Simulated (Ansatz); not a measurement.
Ansatz (a first-principles code) input:

Ansatz 0.2 input:
```yaml
crystal:
  lattice:
    - [0.0, 3.0208971431, 3.0208971431]
    - [3.0208971431, 0.0, 3.0208971431]
    - [3.0208971431, 3.0208971431, 0.0]
  atoms:
    - { symbol: Ba, position: [0.0, 0.0, 0.0] }
    - { symbol: N, position: [0.75, 0.75, 0.75] }
kpoints:
  mp_grid: { grid: [9, 9, 9] }
  band_path:
    path:
      - [[0.0, 0.0, 0.0], [0.5, 0.0, 0.5], [0.625, 0.25, 0.625]]  # Γ-X-U
      - [[0.375, 0.375, 0.75], [0.0, 0.0, 0.0], [0.5, 0.5, 0.5], [0.5, 0.25, 0.75], [0.5, 0.0, 0.5]]  # K-Γ-L-W-X
    npoints: 12
hamiltonian:
  xc: r2scan
  pseudopotentials: { azcp: { folder: ./paw }, kind: paw_fr }
magnetization: { noncollinear: true, spin_orbit: true }
scf:
  n_extra_bands: 13
  convergence: { dr2_threshold: 0.0000000001 }
  occupations: { method: gaussian, width: 0.05 }
output: { eigenvalues: true }
```

Output (shortened):

```
Pseudopotential: Ba, paw, valence charge 10
Pseudopotential: N, paw, valence charge 5
Functional definition: r2SCAN
non-collinear run that drives no moment, with spin-orbit …
Crystal: 2 atoms, lattice volume = 55.136 Å³
Basis set: ecut = 500 eV, 1411 PW (Γ), exchange–correlation on 128×128×128 points (64 copies of the dense FFT grid, shifted against one another)
Bands: 28, of which v1, the nominal top of the filled ones, is band 15 counted from 1 (14 counted from 0)
Symmetry: 24 space group operations + 24 with time reversal
k-points: 35 of 729 (time reversal used)
Projection manifold: j_resolved (fully-relativistic pseudo-atomic orbitals)
SCF iter   1: F=—  HF=-6335.584077 eV  |F-HF|=—  |Δ(HF+E_count)|=         —  Δρ=2.91e-2  dr2=7.12e-1  dr2_τ=6.85e-3  dr2_m=0.00e0 (ungated)  ethr=3.10e-3  |M|=0.00e0 ∫|m|=0.00e0 μB  |m|>n=0.0e0 m-floor=0.0e0 τ_xc=0.0e0  β_m=0.30  ⟨swp⟩=8.5  Hψ=6287  notcnv=0  defer=136
preconditioner: auto → Kerker (q_TF=auto, 2.196 Å⁻¹)
spin=Noncollinear: Kerker preconditioning applied to the charge; magnetization (m_x, m_y, m_z) channels mix plain (no charge-response kernel on spin).
SCF iter   2: F=—  HF=-6335.559473 eV  |F-HF|=—  |Δ(HF+E_count)|=   2.46e-2  Δρ=2.26e-2  dr2=5.00e-1  dr2_τ=1.38e-3  dr2_m=0.00e0 (ungated)  ethr=3.10e-3  |M|=0.00e0 ∫|m|=0.00e0 μB  |m|>n=0.0e0 m-floor=0.0e0 τ_xc=0.0e0  β_m=0.58  ⟨swp⟩=2.0  Hψ=1466  notcnv=0  defer=234
SCF iter   3: F=—  HF=-6335.648777 eV  |F-HF|=—  |Δ(HF+E_count)|=   8.93e-2  Δρ=1.03e-2  dr2=7.82e-2  dr2_τ=2.57e-3  dr2_m=0.00e0 (ungated)  ethr=3.10e-3  |M|=0.00e0 ∫|m|=0.00e0 μB  |m|>n=0.0e0 m-floor=0.0e0 τ_xc=0.0e0  β_m=0.59  ⟨swp⟩=3.0  Hψ=1416  notcnv=0  defer=234
SCF iter   4: F=—  HF=-6335.662901 eV  |F-HF|=—  |Δ(HF+E_count)|=   1.41e-2  Δρ=3.52e-3  dr2=5.78e-3  dr2_τ=4.89e-5  dr2_m=0.00e0 (ungated)  ethr=5.22e-4  |M|=0.00e0 ∫|m|=0.00e0 μB  |m|>n=0.0e0 m-floor=0.0e0 τ_xc=0.0e0  β_m=0.80  ⟨swp⟩=3.3  Hψ=1514  notcnv=0  defer=234
SCF iter   5: F=—  HF=-6335.670584 eV  |F-HF|=—  |Δ(HF+E_count)|=   7.68e-3  Δρ=8.37e-4  dr2=3.10e-4  dr2_τ=9.96e-6  dr2_m=0.00e0 (ungated)  ethr=3.85e-5  |M|=0.00e0 ∫|m|=0.00e0 μB  |m|>n=0.0e0 m-floor=0.0e0 τ_xc=0.0e0  β_m=0.86  ⟨swp⟩=2.0  Hψ=1422  notcnv=0  defer=234
SCF iter   6: F=—  HF=-6335.670948 eV  |F-HF|=—  |Δ(HF+E_count)|=   3.64e-4  Δρ=2.15e-4  dr2=2.85e-5  dr2_τ=4.22e-7  dr2_m=0.00e0 (ungated)  ethr=2.07e-6  |M|=0.00e0 ∫|m|=0.00e0 μB  |m|>n=0.0e0 m-floor=0.0e0 τ_xc=0.0e0  β_m=0.93  ⟨swp⟩=3.0  Hψ=1344  notcnv=0  defer=234
SCF iter   7: F=—  HF=-6335.670971 eV  |F-HF|=—  |Δ(HF+E_count)|=   2.35e-5  Δρ=3.84e-5  dr2=7.97e-7  dr2_τ=1.44e-8  dr2_m=0.00e0 (ungated)  ethr=1.90e-7  |M|=0.00e0 ∫|m|=0.00e0 μB  |m|>n=0.0e0 m-floor=0.0e0 τ_xc=0.0e0  β_m=0.96  ⟨swp⟩=2.7  Hψ=1239  notcnv=0  defer=234
SCF iter   8: F=—  HF=-6335.670972 eV  |F-HF|=—  |Δ(HF+E_count)|=   9.31e-7  Δρ=8.99e-6  dr2=8.26e-8  dr2_τ=2.26e-10  dr2_m=0.00e0 (ungated)  ethr=5.31e-9  |M|=0.00e0 ∫|m|=0.00e0 μB  |m|>n=0.0e0 m-floor=0.0e0 τ_xc=0.0e0  β_m=0.98  ⟨swp⟩=2.7  Hψ=1518  notcnv=0  defer=234
SCF iter  11: F=-6335.670972 eV  HF=-6335.670972 eV  |F-HF|=5.46e-12  |Δ(HF+E_count)|=  1.53e-10  Δρ=9.39e-8  dr2=3.29e-12  dr2_τ=8.78e-14  dr2_m=0.00e0 (ungated)  ethr=1.00e-12  |M|=0.00e0 ∫|m|=0.00e0 μB  |m|>n=0.0e0 m-floor=0.0e0 τ_xc=0.0e0  ⟨swp⟩=12.6  Hψ=5197  notcnv=0
SCF 1 converged in 11 iterations: F = -6335.670972 eV  dr2 = 3.29e-12
NSCF: frozen V_eff on 74 k-points
SCF converged after 11 iterations
Magnetization: |M| = 0.0000 μB,  M = (+0.0000, +0.0000, +0.0000) μB
Absolute magnetization: 0.0000 μB (∫|m|)
  site 0: m = (+0.0000, +0.0000, +0.0000) μB, |m| = 0.0000 μB  (R = 1.08 Å)
  site 1: m = (+0.0000, +0.0000, +0.0000) μB, |m| = 0.0000 μB  (R = 1.08 Å)
Free energy (F): -6335.670972 eV
Harris-Foulkes:  -6335.670972 eV  (|F-HF|=5.46e-12)
Internal energy: -6335.666583 eV  (E = F + TS)
E sigma→0 (E₀):  -6335.668778 eV
Entropy (-TS):   -0.004390 eV (-2.195 meV/atom)
Fermi energy:    5.844144 eV
--- Per-component energies (eV) ---
  E_band       = -60.942735
  E_kinetic    = 284.878204
  E_local      = -574.888407  (includes V_loc(G=0)·N_el)
  E_nonlocal   = 127.665261
  E_hartree    = 186.192681
  E_xc         = -241.175229
  E_vxc        = -221.002545  (∫ρ·V_xc dr)
  E_paw        = -5339.860433  (= ΣΔE_a)
  E_vpaw       = -62.156791  (= ΣTr[D̂ρ^β])
  E_aug_tail   = 0.000001  (compensation charges beyond the density's cutoff)
  E_vtau       = 12.176193  (kinetic-family band-sum trace: ∫τ·v_τ [+ j·A + Jᵃ·Aᵃ] dr)
  E_ewald      = -778.519383
  E_core_change = 0.040721  (= ΣΔE_core)
  E_smearing   = -0.004390  (= −TS)
  E_closure    = 0.000000  (closes the sum)
  Σ components = -6335.670972   (vs F -6335.670972, Δ=0.00e0)
  [band-id]    e_kinetic+e_local+e_nonlocal+2·e_hartree+e_vxc+e_vpaw+e_augmentation_tail+e_vtau = -60.942720   (vs E_band -60.942735, Δ=1.50e-5)
--- Band table (eV; the first three rows and the last of 35) ---
  k-point 0: bands = ["-20.7031", "-20.7031", "-6.6840", "-6.6840", "-6.2314", "-6.2314", "-4.6518", "-4.6518", "-4.6518", "-4.6518", "4.8130", "4.8130", "4.8344", "4.8344", "4.8344", "4.8344", "8.3492", "8.3492", "12.4953", "12.4953", "12.4953", "12.4953", …
  k-point 1: bands = ["-20.6894", "-20.6894", "-6.9376", "-6.9376", "-6.1848", "-6.1848", "-4.6724", "-4.6724", "-4.5180", "-4.5180", "4.8198", "4.8198", "4.8827", "4.8827", "4.8959", "4.9001", "8.7170", "8.7170", "12.1213", "12.1670", "12.1670", "12.1986", …
  k-point 2: bands = ["-20.6544", "-20.6544", "-7.3936", "-7.3936", "-6.1731", "-6.1731", "-4.7236", "-4.7236", "-4.2692", "-4.2692", "4.9387", "4.9387", "5.0300", "5.0300", "5.0466", "5.0536", "9.5016", "9.5016", "11.8140", "11.8623", "11.8623", "11.8972", …
  k-point 34: bands = ["-20.5466", "-20.5466", "-8.3749", "-7.8276", "-7.0818", "-5.8768", "-5.3117", "-5.1479", "-3.7917", "-3.1442", "5.1813", "5.1942", "5.4843", "5.4947", "6.0439", "6.1320", "9.6588", "9.8240", "10.5473", "10.6001", "12.9103", "12.9541", …
```

Cost: around 60 core-seconds (rough) on shared cores.

Space group F-43m (zinc blende). The start of the workflow was typed in or built on a structure type; neither database checked (COD, Materials Project) lists it. Whether it is the stable phase at ambient conditions was not checked. Symmetry was held in the r²SCAN relaxation; whether a distortion lowers the energy is not shown. Its formation energy is positive at this level, so the cell may be metastable or incomplete.

Potentials: the earlier of the program's two PAW sets. The files were generated under PBE; for other functionals the program regenerates the frozen cores, and for LDA and PBEsol the local potential too.

Ansatz is a plane-wave DFT program.
